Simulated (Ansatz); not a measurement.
# MnAs₃H₄S₆N — contact hyperfine fields

Cell: a measured structure from the Crystallography Open Database (COD), its atoms then relaxed with PBE in this cell.

```
Mn H As S N
1.0
     4.59360    2.65212    3.61797
    -4.59360    2.65212    3.61797
     0.00000   -5.30423    3.61797
Mn H As S N
1 4 3 6 1
Cartesian
  0.0000 0.0000 8.5382
  0.9054 0.4028 2.1042
  -0.8015 0.5827 2.1042
  -0.1039 -0.9855 2.1042
  0.0000 0.0000 0.7455
  1.8944 -0.3205 5.4316
  -0.6696 1.8009 5.4316
  -1.2248 -1.4804 5.4316
  0.6796 -1.8811 6.7243
  1.2893 1.5291 6.7243
  -1.9689 0.3520 6.7243
  3.9378 -0.6211 6.1952
  -1.4311 3.7208 6.1952
  -2.5067 -3.0997 6.1952
  0.0000 0.0000 1.7789
```

Atoms are numbered from 1 in the order listed; like atoms form one site, named after its first atom.

All values are calculated (Ansatz; DFT, PBE, plane waves and PAW, scalar-relativistic, collinear spin, 420 eV cutoff, Γ-centred 5×5×5 k-points, Fermi–Dirac smearing 0.02 eV), not measured. Start moments as typed (μB): 5 on each Mn, none on the rest.

B_c = (2μ₀/3)μB(ρ↑ − ρ↓), with the spin density averaged over the Thomson radius around the nucleus, 7.77 T per e/Å³, positive along the up direction of the run. The valence column is what the valence and semicore waves of the PAW files give as listed; the rest comes from solving these waves and the inner shells again in each spin's potential.

Q: Give the site moments and the Fermi-contact fields.

A: The cell's net moment is 5.00 μB; the site moments, counted in spheres around the atoms, add up to 4.36 μB, and the difference lies between the spheres. One atom of each set is listed.

| site | atom | m (μB) | B_c (T) | valence column (T) | rest (T) |
| --- | --- | --- | --- | --- | --- |
| Mn | 1 | 4.12 | -23.1 | 45.9 | -68.9 |
| H2 | 2 | 0.00 | 0.0 | 0.0 | 0.0 |
| H5 | 5 | 0.00 | 0.0 | 0.0 | 0.0 |
| As | 6 | 0.02 | 3.6 | 3.2 | 0.4 |
| S9 | 9 | 0.03 | 6.0 | 6.0 | 0.0 |
| S12 | 12 | 0.03 | 4.0 | 4.0 | 0.0 |
| N | 15 | 0.00 | 0.4 | 0.4 | 0.0 |

On Mn the field amounts to -5.6 T per μB of the site's moment: core polarisation sets it against the moment.

The entry's hydrogen positions were far off; the other atoms hardly move on relaxation. All moments on Mn are parallel here (one such atom a cell), as the cell imposes; many such compounds order antiparallel, where fields on atoms that lie between magnetic neighbours largely cancel. The magnetic order is the one that the run reached from its start moments, not necessarily the measured one. Semilocal functionals underestimate core polarisation, so for a given moment the contact field on a magnetic ion comes out too small, by up to a factor of two. Orbital and dipolar fields are left out; they are small for half-filled shells and for d³ or d⁸ ions in regular octahedra, but can rival the contact field on other open-shell ions. Fields under about 2 T can be off by more than a tenth.
